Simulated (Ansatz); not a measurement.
# Two-dimensional strain map in Au

These are results of DFT r2SCAN, scalar-relativistic, plane waves, PAW (Ansatz 0.2.0), not measurements. Cutoff 500 eV, Γ-centred 20×20×20 k-points, cold smearing of 0.4 eV. Spin–orbit coupling is left out, which can shift energies with elements as heavy as these. No spin polarisation. Energies are free energies at this smearing, counted from the undisturbed cell; pressure is positive in compression.

The starting cell (as given, not relaxed at this level; it stands at 4.0 GPa):

```
Au
1.0
     0.00000    2.04550    2.04550
     2.04550    0.00000    2.04550
     2.04550    2.04550    0.00000
Au
1
Cartesian
  0.0000 0.0000 0.0000
```

The cell is strained by p along both x and y and by q along z, fractional coordinates fixed. Points are written (p, q).

Energy above the undisturbed cell in meV/atom (a dash: not computed):

```csv
p \ q,-0.030,-0.015,0.000,0.015,0.030
-0.030,?,?,?,42.9,27.1
-0.015,63.0,39.6,21.9,9.6,2.1
0.000,22.7,8.8,0.0,-4.2,-4.2
0.015,1.7,–,-4.7,–,4.9
0.030,-2.8,-0.7,5.1,?,26.9
```

Q: Fill in the withheld energies.

A: (-0.030, -0.030): 125.9; (-0.030, -0.015): 91.7; (-0.030, 0.000): 64.3; (0.030, 0.015): 14.5.

Cost: 23 runs of about 11 core-minutes in all, on AMD EPYC (Zen 3) (shared hosts).